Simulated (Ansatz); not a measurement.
## TiTlF3: settings compared (Ansatz)

Run with:

```bash
ansatz run input.yaml --threads 1 --pin off --max-ram 2560MiB --backend cpu --events-out ev --progress --plain --runs-dir out
```

input.yaml:

```yaml
crystal:
  lattice:
    - [4.44808557, 0.0, 0.0]
    - [0.0, 4.44808557, 0.0]
    - [0.0, 0.0, 4.44808557]
  atoms:
    - { symbol: Ti, position: [0.0, 0.0, 0.0], spin: 1.5 }
    - { symbol: F, position: [0.5, 0.0, 0.0] }
    - { symbol: F, position: [0.0, 0.5, 0.0] }
    - { symbol: F, position: [0.0, 0.0, 0.5] }
    - { symbol: Tl, position: [0.5, 0.5, 0.5] }
kpoints:
  mp_grid: { grid: [4, 4, 4], shift: [0, 0, 0] }
magnetization:
  spin_polarized: true
scf:
  occupations: { method: fermi_dirac }
hamiltonian:
  pseudopotentials: { kind: paw }
  xc: pbe
  hubbard:
    sites: [{ species: Ti, l: d, u_eff: 3.38 }]
    projectors: all-electron-ortho-atomic
basis:
  ecutwfc: 420
output:
  forces: true
  stress: true
  eigenvalues: true
```

Origin of the cell: a known structure type with other elements, at an estimated volume, so it need not be a known compound.

The smearing width isn't typed, so it takes its default of 0.1 eV.

Output of this run (shortened):

```
SCF iter   1: F=—  HF=-16377.774032 eV  Δρ=1.35e-1  dr2=4.64e1  dr2_m=5.91e-1  M=2.000 μB ∫|m|=2.626 μB
SCF iter   2: F=—  HF=-16370.752508 eV  Δρ=2.92e-2  dr2=3.13e0  dr2_m=1.16e-1  M=1.936 μB ∫|m|=2.112 μB
SCF iter   3: F=—  HF=-16370.522065 eV  Δρ=1.95e-2  dr2=1.37e0  dr2_m=8.91e-2  M=1.919 μB ∫|m|=2.045 μB
SCF iter   4: F=—  HF=-16370.260319 eV  Δρ=1.85e-2  dr2=3.24e-1  dr2_m=1.04e-1  M=1.846 μB ∫|m|=1.929 μB  defer=1
SCF iter   5: F=—  HF=-16370.301501 eV  Δρ=7.23e-3  dr2=7.49e-2  dr2_m=2.46e-2  M=1.931 μB ∫|m|=2.011 μB
[… 5 lines left out …]
SCF iter  11: F=—  HF=-16370.409369 eV  Δρ=2.35e-4  dr2=3.94e-4  dr2_m=7.59e-6  M=1.992 μB ∫|m|=2.051 μB  defer=8
SCF iter  12: F=—  HF=-16370.409358 eV  Δρ=1.73e-4  dr2=1.57e-4  dr2_m=7.41e-7  M=1.991 μB ∫|m|=2.050 μB  defer=8
SCF iter  13: F=—  HF=-16370.409331 eV  Δρ=3.43e-5  dr2=1.18e-5  dr2_m=3.02e-8  M=1.990 μB ∫|m|=2.049 μB  defer=8
SCF iter  14: F=—  HF=-16370.409332 eV  Δρ=2.67e-5  dr2=1.44e-6  dr2_m=1.18e-7  M=1.990 μB ∫|m|=2.049 μB  defer=8
SCF iter  15: F=-16370.409332 eV  HF=-16370.409332 eV  Δρ=2.49e-6  dr2=1.59e-8  dr2_m=5.50e-10  M=1.990 μB ∫|m|=2.049 μB
an SCF along what the orbitals of the run's state read of its open shells (or to have them read: on a GPU, or by another smearing), with 44 of the crystal's symmetry operations given up (24 k […]
SCF converged after 2 iterations
Magnetization: 1.9983 μB (23.9992 up, 22.0008 down)
Absolute magnetization: 2.0311 μB (∫|ρ↑−ρ↓|, with the PAW one-centre terms)
Spin contamination: 0.0031 ħ² per cell (⟨S²⟩ above its minimum at these occupations)
Per-site moments (μB) at R_I (Å): [(1.459925, 0.917418), (0.015084, 0.917418), (0.015084, 0.917418), (0.015084, 0.917418), (0.003967, 1.297424)]
Free energy (F): -16371.250453 eV
Harris-Foulkes:  -16371.250453 eV  (|F-HF|=2.40e-10)
Internal energy: -16371.247244 eV  (E = F + TS)
E sigma→0 (E₀):  -16371.248848 eV
Entropy (-TS):   -0.003210 eV (-0.642 meV/atom)
Fermi energy:    7.594818 eV
--- Per-component energies (eV) ---
  E_band       = -346.356132
  E_kinetic    = 1218.783641
  E_local      = -3845.781398  (includes V_loc(G=0)·N_el)
  E_nonlocal   = 552.194375
  E_hartree    = 1469.781960
  E_xc         = -566.319694
  E_vxc        = -568.346874  (∫ρ·V_xc dr)
  E_hubbard    = 0.762439  (on-site DFT+U / exact-exchange correction)
  E_vhub       = -2.592248  (the Hubbard potential's part of the band-sum identity)
  E_paw        = -11812.827327  (= ΣΔE_a)
  E_vpaw       = -640.185068  (= ΣTr[D̂ρ^β])
  E_aug_tail   = 0.006484  (compensation charges beyond the density's cutoff)
  E_ewald      = -3387.847724
  E_smearing   = -0.003210  (= −TS)
[… 3 lines left out …]
  atom   2  F      0.000000     0.000000    -0.000000
  atom   3  F      0.000000     0.000000     0.000000
  atom   4  F      0.000000     0.000000     0.000000
  atom   5  Tl     0.000000     0.000000     0.000000
  max |Σ_I F_I| component: 0.0 eV/Å
--- Stress (GPa, compression-positive) ---
       -3.252278       0.260344      -0.260344
        0.260344      -3.252278      -0.260344
       -0.260344      -0.260344      -3.252278
  P = ⅓ Tr σ = -3.2523 GPa (-32.523 kbar)
Occupation matrices written to <dir>
```

The same input was run again with these changes:

1. `scf.mixing.preconditioner` default → resta
2. `scf.lower_state_search` default → standard
3. `scf.eigensolver.kind` default → davidson; `basis.precision` default → f64

| run | end | SCF iterations | P (GPa) | max force component (eV/Å) | gap on mesh (eV) | moment (μB) | ΔE(σ→0) (meV/atom) |
| --- | --- | --- | --- | --- | --- | --- | --- |
| base | converged | 28 | -3.25 | 0.000 | 0.67 | 2.00 | 0 |
| 1 | converged | 26 | -3.25 | 0.000 | 0.67 | 2.00 | 0.00 |
| 2 | converged | 28 | -3.25 | 0.000 | 0.67 | 2.00 | 0.00 |
| 3 | converged | 29 | -3.25 | 0.000 | 0.67 | 2.00 | 0.00 |

Energies are compared only where functional, datasets, charge and starting cell are the same.

Caveats of the base run: no spin-orbit coupling, though heavy elements are present; one start, so the magnetic state may not be the lowest.

Time of the base run: 26 s on 1 thread of Intel(R) Xeon(R) 6975P-C (Granite Rapids), on a shared host, peak memory 0.67 GiB, from the program's own first density.
